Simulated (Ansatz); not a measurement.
The start is a generated cell, Pd placed in the beta-W structure type. The structure is fully relaxed (lattice and positions, P = 0) with r2SCAN (plane waves to 500 eV, PAW, scalar-relativistic; Ansatz, an electronic-structure program). The first steps use a coarse 7×7×7 k-mesh.

Initial structure:
```yaml
crystal:
  lattice:
    - [4.93355, 0.00000, 0.00000]
    - [0.00000, 4.93355, 0.00000]
    - [0.00000, 0.00000, 4.93355]
  atoms:
    - { symbol: Pd, position: [0.25000, 0.00000, 0.50000] }
    - { symbol: Pd, position: [0.75000, 0.00000, 0.50000] }
    - { symbol: Pd, position: [0.00000, 0.50000, 0.25000] }
    - { symbol: Pd, position: [0.00000, 0.50000, 0.75000] }
    - { symbol: Pd, position: [0.50000, 0.25000, 0.00000] }
    - { symbol: Pd, position: [0.50000, 0.75000, 0.00000] }
    - { symbol: Pd, position: [0.00000, 0.00000, 0.00000] }
    - { symbol: Pd, position: [0.50000, 0.50000, 0.50000] }
```

* **Initial pressure**: +4.4 GPa (positive: the cell is compressed)
* **Energy released**: under 0.01 eV/atom
* **Volume change**: +2.4 %, from 15.01 to 15.37 Å³/atom
* **Shortest distances (start → end)**: The closest pairs of elements (up to four, under 3.6 Å), start → end: Pd–Pd 2.47 → 2.49 Å
* **Band gap at the end**: zero (metallic)
* **Optimiser moves**: 5

Relaxed structure:

Space group Pm-3n (No. 223); a = b = c = 4.9727 Å, α = β = γ = 90.00°

```tsv
atom	site	symmetry	x	y	z
Pd	6c	-4m.2	0.0000	0.5000	0.2500
Pd	2a	m-3.	0.0000	0.0000	0.0000
```

Final values are on a 10×10×10 k-mesh of the relaxed cell. No spin polarisation in the result.

The run could not lose the symmetry of its start: the end is stationary, and may be a saddle point rather than a minimum.

All atoms sit on sites fixed by symmetry, so only the cell could relax.

The relaxed structure here is a generated cell of Pd: the first start was made by placing the elements on the sites of a structure type, and the end was not matched to a known phase here, so it may be hypothetical. Known forms of Pd include space group No. 225.
